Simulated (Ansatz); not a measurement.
Si$_{2}$Ni:
Space group Fm-3m (No. 225); a = b = c = 5.388 Å, α = β = γ = 90.00°

```json
[
 {"atom": "Si", "site": "8c", "symmetry": "-43m", "x": "0.2500", "y": "0.2500", "z": "0.2500"},
 {"atom": "Ni", "site": "4a", "symmetry": "m-3m", "x": "0.0000", "y": "0.0000", "z": "0.0000"}
]
```
(The calculation used a cell of 3 atoms; values per cell refer to that cell.)

Relaxed with PBEsol.

Decompose the optical modes at the zone centre into irreducible representations, and say which are infrared and Raman allowed.

Point group m-3m: Γ_opt = T1u + T2g. Infrared: T1u. Raman: T2g.

Assign frequencies (DFPT, PBEsol in the plane-wave PAW code Ansatz).

T1u 310, T2g 329 cm⁻¹.

The PBEsol relaxation kept the symmetry of its start; of distortions, only those at the zone centre were tested. The run is not spin-polarised. As this level gives no gap, phonon frequencies hold no LO–TO term and depend on the k-mesh and smearing (Fermi–Dirac, 0.1 eV here).

Potentials: the earlier of the program's two PAW sets.
